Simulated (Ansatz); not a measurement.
A relaxation computed with Ansatz, from input to last step.

```yaml
crystal:
  lattice:
    - [0.0, 2.47502, 2.47502]
    - [2.47502, 0.0, 2.47502]
    - [2.47502, 2.47502, 0.0]
  atoms:
    - { symbol: Pb, position: [0.0, 0.0, 0.0] }
basis:
  ecutwfc: 420
kpoints:
  mp_grid: { grid: [14, 14, 14] }
hamiltonian:
  xc: pbe
  dispersion: d3bj
scf:
  occupations: { method: gaussian, width: 0.1 }
output:
  forces: true
  stress: true
  eigenvalues: true
relax:
  adjacent_minimum: "off"
  f_tol: 0.005
  max_steps: 80
  cell: { stress_tol: 0.05 }
```

```bash
ansatz run input.yaml --threads 1 --pin off --max-ram 2560MiB --backend cpu --events-out ev --progress --plain --runs-dir out
```

Method: DFT PBE+D3(BJ), scalar-relativistic, plane waves, PAW in Ansatz 0.2.0.

Of 3 frames 3 are shown, positions in Å and forces in eV/Å; the SCF threshold varies from step to step. Steps run on the plane waves of an earlier cell, with a Pulay correction in the pressure. The basis is chosen afresh for the last frame, the zero of the energies, and at times for earlier ones too; energy and pressure step there, also at an unchanged geometry.

```xyz
1
Lattice="0.0000 2.4750 2.4750 2.4750 0.0000 2.4750 2.4750 2.4750 0.0000" Properties=species:S:1:pos:R:3:forces:R:3 pbc="T T T" step=1 free_energy_over_end_meV_per_atom=0.12 pressure_GPa=0.24
Pb    0.0000    0.0000    0.0000    0.0000    0.0000    0.0000
1
Lattice="0.0000 2.4795 2.4795 2.4795 0.0000 2.4795 2.4795 2.4795 0.0000" Properties=species:S:1:pos:R:3:forces:R:3 pbc="T T T" step=2 free_energy_over_end_meV_per_atom=0.02 pressure_GPa=-0.01
Pb    0.0000    0.0000    0.0000    0.0000    0.0000    0.0000
1
Lattice="0.0000 2.4795 2.4795 2.4795 0.0000 2.4795 2.4795 2.4795 0.0000" Properties=species:S:1:pos:R:3:forces:R:3 pbc="T T T" step=3 free_energy_over_end_meV_per_atom=0.00 pressure_GPa=-0.01
Pb    0.0000    0.0000    0.0000    0.0000    0.0000    0.0000
```

Time: 6.6 s on 1 thread of Arm Neoverse V1, on a shared host, peak memory 0.32 GiB.

Spin–orbit coupling is left out, which can shift energies with elements as heavy as these. An atom lies near a switch of its D3 coefficient C6 between reference coordination numbers, so the dispersion energy changes steeply there and can make or shift the minimum.